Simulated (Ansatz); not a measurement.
# Si: a jump of Ag

The calculation used Ansatz, DFT PBE, scalar-relativistic, plane waves, PAW. (420 eV cutoff, 2×2×2 k-mesh, Gaussian smearing of 0.02 eV, no spin polarisation)

In a supercell of 54 host sites with charge +1, interstitial Ag hops to an equivalent place, moving 2.37 Å between the relaxed ends. Climbing-image nudged elastic band at fixed cell with images 0 (start) to 6 (end), the path measured over all atoms, converged to 0.05 eV/Å; the order of the saddle wasn't checked, and the small cell leaves errors of about a tenth of an eV.

Command:

```bash
ansatz run input.yaml --threads 8 --pin off --max-ram 20480MiB --backend cpu --events-out ev --progress --plain --runs-dir out
```

Input:

```yaml
crystal:
  lattice:
    - [-8.2051406323, 0.0, 8.2051406323]
    - [-8.2051406323, -8.2051406323, 0.0]
    - [0.0, -8.2051406323, 8.2051406323]
  atoms:
    - { symbol: Si, position: [0.2505654131, 0.9175605547, 0.2505716113] }
    - { symbol: Si, position: [0.2505634292, 0.5813664348, 0.2505685554] }
    - { symbol: Si, position: [0.2500721814, 0.24999595, 0.2500047587] }
    - { symbol: Si, position: [0.2505644152, 0.9175526663, 0.5813708769] }
    - { symbol: Si, position: [0.2504961777, 0.5831889916, 0.5831865427] }
    - { symbol: Si, position: [0.2505807696, 0.2505736146, 0.5813687102] }
    - { symbol: Si, position: [0.263148494, 0.9123116361, 0.9123171177] }
    - { symbol: Si, position: [0.2505644158, 0.5813627354, 0.9175670445] }
    - { symbol: Si, position: [0.2505819822, 0.2505735386, 0.9175495503] }
    - { symbol: Si, position: [0.581361908, 0.9175686155, 0.2505684089] }
    - { symbol: Si, position: [0.5831894071, 0.5831705901, 0.2505263983] }
    - { symbol: Si, position: [0.5814034916, 0.2505382254, 0.2505591144] }
    - { symbol: Si, position: [0.5817662056, 0.917969263, 0.5822805069] }
    - { symbol: Si, position: [0.5831916412, 0.5831729734, 0.583175614] }
    - { symbol: Si, position: [0.5832016178, 0.2504934703, 0.5831818195] }
    - { symbol: Si, position: [0.5817821193, 0.9179799769, 0.9180762003] }
    - { symbol: Si, position: [0.5818477598, 0.5820148476, 0.9181099782] }
    - { symbol: Si, position: [0.5814030816, 0.2505383379, 0.9175654741] }
    - { symbol: Si, position: [0.911961683, 0.911923412, 0.2640955966] }
    - { symbol: Si, position: [0.9176256917, 0.5812914121, 0.2505744432] }
    - { symbol: Si, position: [0.9176140265, 0.2505498261, 0.2505671366] }
    - { symbol: Si, position: [0.9178787536, 0.9179008216, 0.5821733764] }
    - { symbol: Si, position: [0.9179262236, 0.581885525, 0.5822258948] }
    - { symbol: Si, position: [0.9176062401, 0.2505485893, 0.5813401654] }
    - { symbol: Si, position: [0.9119893893, 0.9119359963, 0.9121386857] }
    - { symbol: Si, position: [0.9179384019, 0.5818987113, 0.9180553339] }
    - { symbol: Si, position: [0.9122156577, 0.2635293446, 0.9121817371] }
    - { symbol: Si, position: [0.166886726, 0.1668429208, 0.1668569337] }
    - { symbol: Si, position: [0.1696796819, 0.8301208478, 0.1701518732] }
    - { symbol: Si, position: [0.1668792607, 0.4994782807, 0.1668571471] }
    - { symbol: Si, position: [0.1668847488, 0.1668407503, 0.4994905604] }
    - { symbol: Si, position: [0.1673777672, 0.8326579646, 0.5000109963] }
    - { symbol: Si, position: [0.1673999316, 0.5000053223, 0.4999936085] }
    - { symbol: Si, position: [0.1698171882, 0.1699424286, 0.8301578528] }
    - { symbol: Si, position: [0.1697161792, 0.8301256165, 0.8301256807] }
    - { symbol: Si, position: [0.1674032421, 0.50000405, 0.8326612106] }
    - { symbol: Si, position: [0.4995532936, 0.166823767, 0.1668479382] }
    - { symbol: Si, position: [0.4999376237, 0.8326647348, 0.1675217129] }
    - { symbol: Si, position: [0.4999428374, 0.4999202875, 0.1675273267] }
    - { symbol: Si, position: [0.4999991408, 0.1674273992, 0.4999722651] }
    - { symbol: Si, position: [0.4999484161, 0.8326615305, 0.4999519798] }
    - { symbol: Si, position: [0.5000170508, 0.5000063848, 0.5000193843] }
    - { symbol: Si, position: [0.5000008592, 0.1674291555, 0.8326615533] }
    - { symbol: Si, position: [0.5085860511, 0.8303329656, 0.8306003808] }
    - { symbol: Si, position: [0.4999559854, 0.4999318653, 0.8326675127] }
    - { symbol: Si, position: [0.8301460982, 0.1697532668, 0.1701138028] }
    - { symbol: Si, position: [0.8300654197, 0.8299795647, 0.1700622291] }
    - { symbol: Si, position: [0.8326829697, 0.4999232764, 0.1675118305] }
    - { symbol: Si, position: [0.8326752514, 0.1673947276, 0.4999952413] }
    - { symbol: Si, position: [0.8300545379, 0.8301677295, 0.5094529364] }
    - { symbol: Si, position: [0.8326794962, 0.4999349512, 0.4999584494] }
    - { symbol: Si, position: [0.8301545179, 0.1697894467, 0.8300677789] }
    - { symbol: Si, position: [0.8300733794, 0.8301840855, 0.8304540215] }
    - { symbol: Si, position: [0.8301533528, 0.5089128593, 0.8305262262] }
    - { symbol: Ag, position: [-0.0007428393, -0.0001766182, 0.00056438] }
total_charge: 1
basis:
  ecutwfc: 420
  xc_grid: 2
kpoints:
  mp_grid: { grid: [2, 2, 2], shift: [0.0, 0.0, 0.0] }
hamiltonian:
  xc: pbe
scf:
  occupations: { method: gaussian, width: 0.02 }
output:
  forces: true
neb:
  images: 5
  f_tol: 0.05
  max_iterations: 70
  order_check: false
  final_atoms:
    - { symbol: Si, position: [0.2528527309, 0.9196670344, 0.2527329525] }
    - { symbol: Si, position: [0.2532508029, 0.5800575714, 0.2531754805] }
    - { symbol: Si, position: [0.2529257717, 0.2410871407, 0.2528071071] }
    - { symbol: Si, position: [0.2530085372, 0.9198322705, 0.5738803969] }
    - { symbol: Si, position: [0.2507321384, 0.5825726008, 0.5833610682] }
    - { symbol: Si, position: [0.2507321958, 0.2499946777, 0.5833397248] }
    - { symbol: Si, position: [0.2532857362, 0.9198791522, 0.9131814601] }
    - { symbol: Si, position: [0.2533465011, 0.5802467332, 0.9132195305] }
    - { symbol: Si, position: [0.2507237849, 0.2500797125, 0.9158060066] }
    - { symbol: Si, position: [0.5740448198, 0.9198159145, 0.2528793118] }
    - { symbol: Si, position: [0.5834249013, 0.5825708445, 0.25067178] }
    - { symbol: Si, position: [0.5834018359, 0.24999595, 0.2506721228] }
    - { symbol: Si, position: [0.5833800615, 0.9173420354, 0.583322337] }
    - { symbol: Si, position: [0.5833985536, 0.5826052724, 0.5833380921] }
    - { symbol: Si, position: [0.5833761532, 0.2499936152, 0.5833139491] }
    - { symbol: Si, position: [0.5834574048, 0.9173352652, 0.9158116205] }
    - { symbol: Si, position: [0.5839199138, 0.5831570792, 0.9164763996] }
    - { symbol: Si, position: [0.58345141, 0.2500767236, 0.9158215028] }
    - { symbol: Si, position: [0.9133008098, 0.9198743835, 0.2532076527] }
    - { symbol: Si, position: [0.9133450768, 0.5802105533, 0.2532655544] }
    - { symbol: Si, position: [0.9158886967, 0.2500681347, 0.2506658206] }
    - { symbol: Si, position: [0.9158952597, 0.9173384695, 0.5833813535] }
    - { symbol: Si, position: [0.9165493929, 0.5831592497, 0.5838427729] }
    - { symbol: Si, position: [0.9159062301, 0.2500650488, 0.5833748839] }
    - { symbol: Si, position: [0.9134405468, 0.9200204353, 0.9132711043] }
    - { symbol: Si, position: [0.9165583322, 0.583176233, 0.9164853951] }
    - { symbol: Si, position: [0.9165480219, 0.2505217193, 0.9164761862] }
    - { symbol: Si, position: [0.165305919, 0.1679851524, 0.1652233551] }
    - { symbol: Si, position: [0.1711105811, 0.8376883639, 0.1710162157] }
    - { symbol: Si, position: [0.1712600728, 0.4864706554, 0.1711515962] }
    - { symbol: Si, position: [0.1653709768, 0.168114475, 0.5011074385] }
    - { symbol: Si, position: [0.1653493087, 0.832030737, 0.5010528265] }
    - { symbol: Si, position: [0.1658564277, 0.4994263854, 0.5019646231] }
    - { symbol: Si, position: [0.1658317528, 0.1686335652, 0.832764778] }
    - { symbol: Si, position: [0.1713140249, 0.838076588, 0.8192377368] }
    - { symbol: Si, position: [0.1658341647, 0.4994617746, 0.832774219] }
    - { symbol: Si, position: [0.5012257804, 0.1681012887, 0.1652779994] }
    - { symbol: Si, position: [0.5011716298, 0.8320200231, 0.165257133] }
    - { symbol: Si, position: [0.5020384045, 0.4994264614, 0.165783783] }
    - { symbol: Si, position: [0.5002050453, 0.1668110084, 0.5001467906] }
    - { symbol: Si, position: [0.501286285, 0.8320991784, 0.5011599569] }
    - { symbol: Si, position: [0.5002102409, 0.4995065297, 0.5001515138] }
    - { symbol: Si, position: [0.5002197288, 0.1668294099, 0.832806935] }
    - { symbol: Si, position: [0.5020309124, 0.8324394453, 0.832761722] }
    - { symbol: Si, position: [0.5020643225, 0.4994501739, 0.8327661967] }
    - { symbol: Si, position: [0.8328275289, 0.1686372646, 0.1657662889] }
    - { symbol: Si, position: [0.8193974046, 0.8380640037, 0.1711946477] }
    - { symbol: Si, position: [0.832840227, 0.4994616621, 0.1657678592] }
    - { symbol: Si, position: [0.832873562, 0.1668270266, 0.5001577193] }
    - { symbol: Si, position: [0.8328212917, 0.8324473337, 0.5019624565] }
    - { symbol: Si, position: [0.8328283282, 0.4994514107, 0.501993168] }
    - { symbol: Si, position: [0.8328248803, 0.1687085879, 0.8327588902] }
    - { symbol: Si, position: [0.8328322658, 0.8324313845, 0.8327649244] }
    - { symbol: Si, position: [0.8334062235, 0.50000405, 0.8333285746] }
    - { symbol: Ag, position: [0.0829782558, -0.2498233818, 0.0827689534] }
```

Course of the band:

| iteration | largest band force (eV/Å) | climbing image | energies over image 0 (eV) |
| --- | --- | --- | --- |
| 1 | 1.808 | none | 0.000 0.275 0.742 0.993 0.742 0.275 0.000 |
| 2 | 0.431 | 3 | 0.000 0.093 0.291 0.399 0.291 0.093 0.000 |
| 3 | 0.056 | 3 | 0.000 0.075 0.253 0.357 0.253 0.075 0.000 |
| 4 | 0.009 | 3 | 0.000 0.074 0.252 0.356 0.252 0.074 0.000 |

Final band:

```csv
image,path (Å),E − E(0) (eV),Ag x (Å),Ag y (Å),Ag z (Å),force on Ag (eV/Å)
0,0.00,0.000,0.008,-0.003,-0.001,0.01
1,0.45,0.074,0.190,0.187,0.187,0.29
2,0.90,0.252,0.432,0.430,0.429,0.38
3,1.35,0.356,0.685,0.684,0.683,0.01
4,1.80,0.252,0.938,0.938,0.936,0.38
5,2.25,0.074,1.180,1.180,1.178,0.29
6,2.71,0.000,1.369,1.371,1.360,0.01
```

Barrier 0.36 eV. Time: 4.9 min on 8 threads of Intel(R) Xeon(R) Platinum 8259CL CPU @ 2.50GHz (Skylake/Cascade Lake), with other jobs on the host, peak memory 11 GiB.